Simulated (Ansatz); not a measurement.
InAg3 under strain

Method: DFT PBEsol, scalar-relativistic, plane waves, PAW (Ansatz). (420 eV cutoff, 12×12×12 k-mesh, Gaussian smearing of 0.10 eV, no spin polarisation)

Starting point, cell and atoms relaxed:

```
CELL_PARAMETERS angstrom
4.13817 0.00000 0.00000
0.00000 4.13817 0.00000
0.00000 0.00000 4.13817
ATOMIC_POSITIONS crystal
In 0.00000 0.00000 0.00000
Ag 0.00000 0.50000 0.50000
Ag 0.50000 0.00000 0.50000
Ag 0.50000 0.50000 0.00000
```

Deformation: biaxial strain in the a-b plane, with the length and tilt of c and the atoms relaxed, all within the symmetry that the strain leaves. Energies are extrapolated to zero smearing.

| strain (%) | ΔE (meV/atom) | a (Å) | b (Å) | c (Å) |
| --- | --- | --- | --- | --- |
| -6.0 | 47.7 | 3.890 | 3.890 | 4.503 |
| -4.0 | 16.9 | 3.973 | 3.973 | 4.390 |
| -2.0 | 3.8 | 4.055 | 4.055 | 4.269 |
| +0.0 | 0.0 | 4.138 | 4.138 | 4.138 |
| +2.0 | 1.7 | 4.221 | 4.221 | 4.002 |
| +4.0 | 5.0 | 4.304 | 4.304 | 3.866 |
| +6.0 | 11.2 | 4.386 | 4.386 | 3.730 |

Q: Does one stiffness describe the whole range?

A: No: the innermost pair of points gives (1/V) d²E/dε² = 124 GPa and a cubic fit over all points 150 GPa, so terms beyond the third order count over this range.

Q: How does the free axis c answer a small strain?

A: Between the innermost points its strain is -1.61 times the applied one.

Cost: 7 runs of about 17 core-minutes in all, on Arm Neoverse V1 (shared hosts).